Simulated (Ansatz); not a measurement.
AlInAs₂:
```cif
data_Al3As6In3
_chemical_formula_sum 'In3 As6 Al3'
_space_group_name_H-M_alt 'P 1'
_space_group_IT_number 1
_cell_length_a 4.15931
_cell_length_b 4.15931
_cell_length_c 17.70721
_cell_angle_alpha 90.000
_cell_angle_beta 90.000
_cell_angle_gamma 90.000
loop_
_space_group_symop_operation_xyz
  'x, y, z'
loop_
_atom_site_label
_atom_site_type_symbol
_atom_site_fract_x
_atom_site_fract_y
_atom_site_fract_z
_atom_site_occupancy
In1 In 0.00000 0.00000 0.82102 1
As1 As 0.50000 0.00000 0.91047 1
In2 In 0.50000 0.50000 0.00000 1
As2 As 0.00000 0.50000 0.08953 1
In3 In 0.00000 0.00000 0.17898 1
As3 As 0.50000 0.00000 0.26940 1
Al1 Al 0.50000 0.50000 0.34538 1
As4 As 0.00000 0.50000 0.42271 1
Al2 Al 0.00000 0.00000 0.50000 1
As5 As 0.50000 0.00000 0.57729 1
Al3 Al 0.50000 0.50000 0.65462 1
As6 As 0.00000 0.50000 0.73060 1
```

Relaxed with r²SCAN.

Question: Tabulate the valence density and the electron localisation function along the shortest In–As contact (2.61 Å), r²SCAN (plane waves, PAW; program Ansatz).

Answer: 

| distance from In (Å) | density (e/Å³) | ELF |
|---|---|---|
| 0.26 | 8.71 | 0.00 |
| 0.39 | 6.72 | 0.02 |
| 0.52 | 4.69 | 0.07 |
| 0.65 | 2.87 | 0.15 |
| 0.78 | 1.47 | 0.20 |
| 0.91 | 0.71 | 0.21 |
| 1.05 | 0.49 | 0.23 |
| 1.18 | 0.43 | 0.35 |
| 1.31 | 0.42 | 0.58 |
| 1.44 | 0.47 | 0.73 |
| 1.57 | 0.56 | 0.77 |
| 1.70 | 0.68 | 0.75 |
| 1.83 | 0.89 | 0.68 |
| 1.96 | 1.67 | 0.54 |
| 2.09 | 4.60 | 0.33 |
| 2.22 | 12.25 | 0.15 |
| 2.35 | 25.54 | 0.07 |

The density is the valence pseudo-density with augmentation charge, so density and ELF within about 1 Å of a nucleus are not all-electron values.

Space group P-4m2. The start of the workflow was typed in or built on a structure type; neither database checked (COD, Materials Project) lists it. Its standing as an ambient phase is unchecked. The r²SCAN relaxation kept the symmetry of its start; whether a distortion lowers the energy is not shown.

Potentials: the earlier of the program's two PAW sets. The files were generated under PBE; for other functionals the program regenerates the frozen cores, and for LDA and PBEsol the local potential too.
